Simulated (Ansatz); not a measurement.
SbI3 in space group R-3 (No. 148; Sb on 6c, I on 18f), plane-wave PAW LDA (Ansatz code). The conduction-band minimum lies on the Γ–T line, 61 % of the way from Γ, with 2 equivalent valleys. Second derivatives d²E/dk² of the lowest band at one valley (eV·Å²), along Cartesian directions:

```tsv
direction	d²E/dk²
[100]	23.97
[010]	23.97
[001]	6.377
[110]	23.97
[101]	15.14
[011]	15.16
```

Problem. Find the principal effective masses, the density-of-states mass and the conductivity mass.

Solution. Off-diagonal terms follow from H_xy = H[110] − (H_xx + H_yy)/2, and m*/mₑ = 7.620 eV·Å² over each eigenvalue: 0.32, 0.32, 1.2. One valley's DOS mass (m₁m₂m₃)^(1/3) = 0.49, conductivity mass 3/(Σ 1/mᵢ) = 0.42 mₑ.

Problem. What effective density of states Nc follows at 300 K for parabolic valleys?

Solution. Nc = 2.509e19 × 2 × (0.49)^(3/2) ≈ 1.7e19 cm⁻³.

The workflow started from a Materials Project entry (that database holds measured and hypothetical structures alike); the Crystallography Open Database files this formula in space group No. 148, but the cells were not matched. Whether it is the stable phase at ambient conditions was not checked. The LDA relaxation kept the symmetry of its start; whether a distortion lowers the energy is not shown. A crystal of weakly bound layers computed without a dispersion correction: the cell and the soft elastic constants depend strongly on that. Spin–orbit coupling is left out wherever it is not named.

Potentials: the later of the program's two PAW sets.

Edges and masses are those of Kohn–Sham bands, whose gap is no quasiparticle gap.
